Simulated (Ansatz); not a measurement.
# Ba, one cell by several methods

```
Ba
1.0
    -2.50000    2.50000    2.50000
     2.50000   -2.50000    2.50000
     2.50000    2.50000   -2.50000
Ba
1
Direct
  0.00000 0.00000 0.00000
```

The structure is an experimental refinement, used without relaxation.

Spin–orbit coupling is left out, though it moves levels of the heavy atoms by tenths of an eV or more.

Levels of theory: DFT, PBEsol, PAW with Ansatz's default frozen-core files, scalar-relativistic (Ansatz 0.2.0); DFT, PBEsol, all-electron LAPW, scalar-relativistic (Ansatz 0.2.0).

For PAW: a Γ-centred 10×10×10 k mesh, Fermi–Dirac smearing of 0.05 eV, cutoff 420 eV, no spin polarisation; the PAW files were made with PBE, and the program remakes their frozen cores for this functional. LAPW targets a basis error of 0.5 meV/atom. The Ansatz runs share mesh, smearing and spin set-up. Plane-wave (PAW) pressures include the program's estimate of the Pulay term.

Stress and pressure are positive in compression.

Levels count from the Fermi level.

PAW results:

```json
{"quantity": "pressure (GPa)", "PAW": "-0.60"}
{"quantity": "highest filled level at P (eV)", "PAW": "-13.983"}
{"quantity": "lowest empty level at P (eV)", "PAW": "0.545"}
{"quantity": "highest filled level at Γ (eV)", "PAW": "-2.750"}
{"quantity": "lowest empty level at Γ (eV)", "PAW": "1.846"}
{"quantity": "highest filled level at N (eV)", "PAW": "-0.887"}
{"quantity": "lowest empty level at N (eV)", "PAW": "0.698"}
```

Q: What does all-electron LAPW give for the same quantities?

A: 
| quantity | LAPW |
| --- | --- |
| pressure (GPa) | -0.60 |
| highest filled level at P (eV) | -13.983 |
| lowest empty level at P (eV) | 0.545 |
| highest filled level at Γ (eV) | -2.750 |
| lowest empty level at Γ (eV) | 1.845 |
| highest filled level at N (eV) | -0.887 |
| lowest empty level at N (eV) | 0.698 |
